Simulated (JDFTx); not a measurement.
System: Ag(100) (Fm-3m bulk; lattice of mp-124, not re-optimised at this level), 1x1 cell of 5 atoms in 5 planes, area 8.42 Å² a face, 8.2 Å between the outermost planes in a cell 24.2 Å high; k mesh 8×8×1, Fermi width 0.01 Ha, no spin polarisation.

The reference is PBE, GBRV ultrasoft potentials, plane waves to 20/100 Ha; code: JDFTx (a modified build). Unrelaxed; liquid: linear PCM (GLSSA13), water, 1 M NaCl. The reference uses energyDiffThreshold 1e-8 (1e-7 at fixed potential) and fluid knormThreshold 1e-11; each other row changes one option in all its runs. Potentials are on the SHE scale by the convention U = −μ/e − 4.44 V; references calibrated for a solvation model differ from this value.

Options: reference; energyDiffThreshold 1e-5; energyDiffThreshold 1e-6; energyDiffThreshold 1e-10; fluid knormThreshold 1e-9; fluid knormThreshold 1e-10; fluid knormThreshold 1e-12.

Q: Which options move the work function or U_pzc by more than 0.02 from the reference?

A: energyDiffThreshold 1e-5.

```csv
option,"F − F(reference), vacuum (meV/cell)",work function (eV),U_pzc (V),σ held at -0.90 V (μC/cm²)
reference,0.0,4.316,-0.380,-7.9
energyDiffThreshold 1e-5,0.1,4.572,-0.394,-7.9
energyDiffThreshold 1e-6,0.0,4.324,-0.380,-7.9
energyDiffThreshold 1e-10,0.0,4.316,-0.380,-7.9
fluid knormThreshold 1e-9,0.0,4.316,-0.386,–
fluid knormThreshold 1e-10,0.0,4.316,-0.382,-7.9
fluid knormThreshold 1e-12,0.0,4.316,-0.381,-7.9
```

A dash marks a run that didn't converge or wasn't made; the third decimal is shown to expose solver noise and isn't converged.
